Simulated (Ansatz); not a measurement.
**Structure relaxation, Zr**

The start is a relaxed Zr cell displaced along its unstable phonon at q = (½, ½, 0) of its primitive reciprocal cell (45i cm⁻¹), largest move 0.15 Å. The cell and all atomic positions are relaxed at zero pressure with PBE (plane waves to 420 eV, PAW, scalar-relativistic; Ansatz, an electronic-structure program). First-step values are on the input's coarse k-mesh.

Ansatz input (later rounds restart from its end on a renewed k-mesh):
Ansatz 0.2 input:
```yaml
crystal:
  lattice:
    - [-3.8019344468, 3.8019344468, 3.169041324]
    - [0, 0, 3.169041324]
    - [1.9009672234, 1.9009672234, -1.584520662]
  atoms:
    - { symbol: Zr, position: [1, 0.5278979079, 0.0557958159] }
    - { symbol: Zr, position: [0.5, 0.4721020921, -0.0557958159] }
basis: { ecutwfc: 420, ecutrho_ratio: 4, xc_grid: 2, fft_grid_basis: typed }
kpoints: { mp_grid: { grid: [13, 13, 13] } }
hamiltonian:
  xc: pbe
  dispersion: none
  pseudopotentials: { azcp: { folder: ./paw }, kind: paw }
scf: { occupations: { method: fermi_dirac, width: 0.05 } }
relax: { f_tol: 0.01, max_steps: 100, cell: { stress_tol: 0.02 } }
output: { forces: true, stress: true }
```

### Question
How does the volume per atom move from start to end?

### Answer
+2.1 %, from 22.90 to 23.40 Å³/atom.

### Question
Does it find its way back to the structure it was made from?

### Answer
It does not go back: it reaches P6₃/mmc (No. 194), hcp (Mg type), 0.06 eV/atom below the parent.

### Question
How do the shortest distances between atoms change?

### Answer
The closest pairs of elements (up to four, under 3.6 Å), start → end: Zr–Zr 3.12 → 3.19 Å.

### Question
Is the relaxed structure metallic? Give its gap.

### Answer
Zero (metallic).

### Question
Write out the relaxed structure.

### Answer

Space group P6₃/mmc (No. 194); a = b = 3.2316 Å, c = 5.1736 Å, α = β = 90.00°, γ = 120.00°

| atom | site | symmetry | x | y | z |
|---|---|---|---|---|---|
| Zr | 2c | -6m2 | 0.3333 | 0.6667 | 0.2500 |

Final values are on a 17×17×9 k-mesh of the relaxed cell. No spin polarisation in the result.

The run could not lose the symmetry of its start.

Of the parent cell (I4/mmm (No. 139)): it is a generated cell of Zr: the first start was made by placing the elements on the sites of a structure type, and the end was not matched to a known phase here, so it may be hypothetical. Known forms of Zr include space group No. 194.
